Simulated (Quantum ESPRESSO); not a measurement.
**Kohn-Sham bands of YSi2 (C2/c)**

```
CELL_PARAMETERS angstrom
      2.80695    -2.80575     0.00000
      2.80695     2.80575     0.00000
     -2.70330     0.00000     7.31417
ATOMIC_POSITIONS crystal
  Y  0.62554 0.37446 0.75000
  Y  0.37446 0.62554 0.25000
  Si 0.04299 0.79141 0.58513
  Si 0.95701 0.20859 0.41487
  Si 0.20859 0.95701 0.91487
  Si 0.79141 0.04299 0.08513
```

Structure: Materials Project mp-12769, symmetrised, not relaxed again. Not found in the COD (Crystallography Open Database) copy used, which has the formula in other groups; not checked further. The atoms lie within 0.1 Å of the higher space group I4_1/amd. Method: LDA plane waves in Quantum ESPRESSO 7.5 (PseudoDojo norm-conserving files, 58 Ry, no spin polarisation, no spin-orbit coupling), Bloch states on a 6×6×4 mesh through Γ, Wannier90 4.0.1. Density: 8×8×4 mesh, cold smearing 0.01 Ry.

Energies are relative to the Fermi level; weights are on the orthonormalised atomic waves of the pseudopotential files, averaged over the group. 38 electrons a cell are treated as valence.

Task: Into which isolated groups do the bands fall, where do they lie and what are they made of?

Result: 
```
bands  from (eV)  to (eV)  filling  weight on atomic waves
-----  ---------  -------  -------  ----------------------
1–2       -42.70   -42.68   filled               Y 4s 96 %
3–8       -22.89   -22.69   filled               Y 4p 98 %
```

No gap over 0.05 eV opens at the Fermi level at this level of theory.
